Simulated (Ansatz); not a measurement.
Relaxed-ion elastic tensor of HfC (rock salt, Fm-3m) in GPa (Voigt order), PBE in the plane-wave PAW code Ansatz; density 12.57 g/cm³, 12.58 Å³ per atom.

```
499  102  102  0.0  0.0  0.0
102  499  102  0.0  0.0  0.0
102  102  499  0.0  0.0  0.0
0.0  0.0  0.0  171  0.0  0.0
0.0  0.0  0.0  0.0  171  0.0
0.0  0.0  0.0  0.0  0.0  171
```

### Question
Is the crystal mechanically stable?

### Answer
Yes: the smallest eigenvalue of C is 171 GPa.

### Question
Work out the Voigt, Reuss and Hill averages.

### Answer
K_V = 234, K_R = 234, K_H = 234; G_V = 182, G_R = 181, G_H = 182 GPa.

### Question
Give Young's modulus, Poisson's ratio, Pugh's ratio and the universal anisotropy index.

### Answer
E = 9KG/(3K + G) = 433 GPa; ν = 0.19; K/G = 1.29 (brittle by the Pugh limit of 1.75); A_U = 5G_V/G_R + K_V/K_R − 6 = 0.03.

### Question
Estimate the sound speeds and the Debye temperature.

### Answer
v_l = √((K + 4G/3)/ρ) = 6150 m/s, v_t = √(G/ρ) = 3800 m/s, mean 4190 m/s; Θ = (h/k)(3n/4πV)^(1/3) v_m = 537 K.

### Question
Give the Zener ratio and Young's modulus along [100], [110] and [111].

### Answer
A = 2C44/(C11 − C12) = 0.86; 1/E = S11 − 2(S11 − S12 − S44/2)Γ with Γ = 0, 1/4, 1/3 gives 464, 425, 413 GPa.

### Question
Solve the Christoffel equation for the three sound speeds along [100], [110], [111].

### Answer
Eigenvalues of C_ijkl n_j n_l equal ρv². In km/s, slowest first: [100] 3.69, 3.69, 6.30; [110] 3.69, 3.97, 6.12; [111] 3.88, 3.88, 6.06.

Symmetry was held in the PBE relaxation; of distortions, only those at the zone centre were tested. No spin polarisation was allowed. As this level gives no gap, shear constants depend on the k-mesh and smearing (Fermi–Dirac, 0.1 eV here). Spin–orbit coupling is left out wherever it is not named.

Potentials: the later of the program's two PAW sets.
